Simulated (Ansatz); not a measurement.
NaCl:
```yaml
crystal:
  lattice:
    - [0.00000, 2.80365, 2.80365]
    - [2.80365, 0.00000, 2.80365]
    - [2.80365, 2.80365, 0.00000]
  atoms:
    - { symbol: Na, position: [0.00000, 0.00000, 0.00000] }
    - { symbol: Cl, position: [0.50000, 0.50000, 0.50000] }
```

Cartesian axes are those of the cell as given.

Q: Give the high-frequency dielectric tensor and the Born effective charge tensors of the independent atoms from DFPT, r²SCAN in the plane-wave PAW code Ansatz.

A: 
ε∞:
```
2.41  0.00  0.00
0.00  2.41  0.00
0.00  0.00  2.41
```
Z* of atom 1 (Na), rows: field, columns: displacement, in e:
```
1.08  0.00  0.00
0.00  1.08  0.00
0.00  0.00  1.08
```
Z* of atom 2 (Cl), rows: field, columns: displacement, in e:
```
-1.08   0.00   0.00
 0.00  -1.08   0.00
 0.00   0.00  -1.08
```

Static charges for comparison (Bader): Na1 +0.88, Cl2 -0.88 e. Born charges measure polarisation by displacement and can exceed these by far.

Space group Fm-3m (rock salt). The cell was relaxed with r²SCAN under the symmetry of its start.

Potentials: the earlier of the program's two PAW sets.
